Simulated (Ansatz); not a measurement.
V2OTe2, V2Se2O-type layer, relaxed and computed with two functionals in Ansatz (plane waves, PAW).

| functional | a (Å) | thickness (Å) |
|---|---|---|
| PBE | [?] | [?] |
| r²SCAN+D4 | 3.948 | 3.92 |

**Question.** Fill in the missing entries.

**Answer.** 
- PBE, a (Å): 3.928
- PBE, thickness (Å): 3.95

Spin orders computed, not proven ground states: V2OTe2, V2Se2O-type layer with PBE antiferromagnetic; V2OTe2, V2Se2O-type layer with r²SCAN+D4 antiferromagnetic. All cells were relaxed under the symmetry of their starts (and spin orders); stability against distortions was not tested throughout. No Hubbard U is applied. Spin–orbit coupling is left out wherever it is not named. Constructed layers (a layer type filled with these elements): V2OTe2, V2Se2O-type layer; V2OTe2, V2Se2O-type layer.

Potentials: the later of the program's two PAW sets.

Ansatz (an electronic-structure program) is a plane-wave DFT program.
